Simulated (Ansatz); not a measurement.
A generator proposed this cell of YHf₂O₂.

```
Y Hf O
1.0
    -1.82438    1.82438    5.86693
     1.82438   -1.82438    5.86693
     1.82438    1.82438   -5.86693
Y Hf O
1 2 2
Direct
  0.00000 0.00000 0.00000
  0.75000 0.25000 0.50000
  0.25000 0.75000 0.50000
  0.35476 0.35476 0.00000
  0.64524 0.64524 0.00000
```

Method: DFT PBE, scalar-relativistic, plane waves, PAW in Ansatz 0.2.0. Cutoff 420 eV; k points 6×6×6 on the computed 5-atom cell (Γ-centred); Gaussian smearing, width 0.10 eV; no spin polarisation.

The zero of energy is the elements' standard structures at the same level (O₂ as a molecule); no fitted shifts are applied.

Q: What does a single point on this coarse mesh give?

A: The pressure is 20.6 GPa (the mean over three directions, positive in compression), the largest force is 1.40 eV/Å, and the energy is −0.82 eV/atom against the elements. The shortest distance is 2.20 Å.

Q: How much does it gain on relaxing, and where does it end?

A: Relaxing gains about 0.77 eV/atom (the start's value is from the coarse mesh, so the gain is rough) in 27 ionic steps and ends at −1.59 eV/atom on the finer mesh. The symmetry stays I4/mmm (No. 139). The volume per atom grows by 29.5 %, from 15.6 to 20.2 Å³. The shortest distance goes from 2.20 Å (Hf–O) to 2.18 Å (Hf–O). The ratio c/a of the conventional cell changes by a factor of 0.83. Conventional cell: a = 4.225 Å, c = 11.338 Å. Around Y lie 2 O at 2.30 Å and 8 Hf at 3.53 Å; around Hf lie 4 O at 2.18 Å, 4 Hf at 2.99 Å and 4 Y at 3.53 Å; O is surrounded by 4 Hf at 2.18 Å and 1 Y at 2.30 Å.

The last run used a 12×12×12 mesh for its 5-atom cell and Gaussian smearing of 0.10 eV. Spin–orbit coupling, which can matter for Hf, is left out. An odd number of electrons in the primitive cell allows no gap without spin; a larger cell or a magnetic state could open one. The cell is a metal run without spin; a magnetic state may lie lower. The relaxation can't lower the symmetry of the start. Symmetry constrained the relaxation, so the result can be a saddle point. Another cell of YHf2O2 relaxed alike, in P-3m1, lies 0.43 eV/atom lower, so this cell isn't the stable form at this level.
